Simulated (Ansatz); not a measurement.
Starting cell, Mo (bcc, W type):

```
CELL_PARAMETERS angstrom
     -3.15088     3.15088     3.15088
      1.57544    -1.57544     1.57544
      1.57544     1.57544    -1.57544
ATOMIC_POSITIONS crystal
  Mo 0.00000 0.00000 0.00000
  Mo 0.50000 0.00000 0.00000
```

A phonon eigenvector at N = (0.5, 0.0, 0.0) is frozen into this cell: atom i moves by Q times the vector below, so Q is the largest atomic displacement, in Å. The cell is held. (q is in reciprocal vectors of the primitive cell; the cell shown is doubled to hold the pattern.)

```csv
atom,x,y,z
Mo1,1.000,0.000,0.000
Mo2,-1.000,0.000,0.000
```

Level of theory: r2SCAN (plane waves to 500 eV, PAW, scalar-relativistic; Ansatz, a quantum-chemistry and plane-wave program). k mesh 21×21×21 (Γ-centred), Fermi-Dirac smearing 0.05 eV. The energy includes the smearing's −TS. With partly filled bands, energies and forces of such displacements shift with the k mesh and the smearing. Mo is run without spin polarisation. Mo was relaxed with its symmetry unable to fall. The PAW data are Ansatz's earlier set. ΔE is measured from the undisplaced structure. The last digit holds for this mesh only.

```csv
Q (Å),ΔE (meV/cell)
-0.180,295.2
-0.150,195.9
-0.120,119.2
-0.090,63.2
-0.060,withheld
-0.030,6.3
0.000,0.0
0.030,6.3
0.060,withheld
0.090,63.2
0.120,119.2
0.150,195.9
0.180,295.2
```

Question: Fit an even polynomial form (powers 2, 4, 6) to the given rows and predict ΔE at Q = -0.060.

Answer: Least squares on the 11 given rows: ΔE = (7158)·Q² + (89370)·Q⁴ + (-898300)·Q⁶, in meV/cell with Q in Å; root-mean-square residual 0.18 meV/cell. At -0.060 the fit gives 26.9 meV/cell; the calculation gives 26.4 meV/cell, so the interpolation is off by 0.5 (+1.9 %). The quadratic term alone would give 25.8 meV/cell.

(For displaced atoms, the force is minus the slope of the energy, and its curvature is a force constant, which sets phonon frequencies.)
